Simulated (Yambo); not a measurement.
KOH (space group Cmc2_1, No. 36), G0W0@PBEsol in Yambo with this input:

```
rim_cut
gw0
dyson
el_el_corr
HF_and_locXC
ppa
em1d
RandQpts= 1000000
RandGvec= 1 Ry
EXXRLvcs= 84 Ry
VXCRLvcs= 336 Ry
Chimod= "HARTREE"
% BndsRnXp
 1 | 117 |
%
NGsBlkXp= 7 Ry
% LongDrXp
 1.0 | 1.0 | 1.0 |
%
PPAPntXp= 27.2114 eV
% GbndRnge
 1 | 117 |
%
GTermKind= "BG"
DysSolver= "n"
ExtendOut
```

On a 4×4×4 mesh, with wavefunctions cut at 84 Ry, the gap ((-0.5, -0.5, 0) → Γ) is 6.373 eV and the valence edge shifts by -1.585 eV.

Q: What happens with this change: 1 Ry block?

A: The gap rises by 0.726 eV, to 7.099 eV; the shift of the valence edge becomes -2.264 eV. Neither run is shown to be the converged limit.

Geometry of the Materials Project entry, not relaxed at this level; primitive cell a = b = 5.5393 Å, c = 3.9730 Å, α = β = 90.00°, γ = 138.58°.

The structure is a Materials Project entry; no match was found in the copy of COD used, and its stability was not checked.

A shift is the quasiparticle energy of the state minus its PBEsol energy.
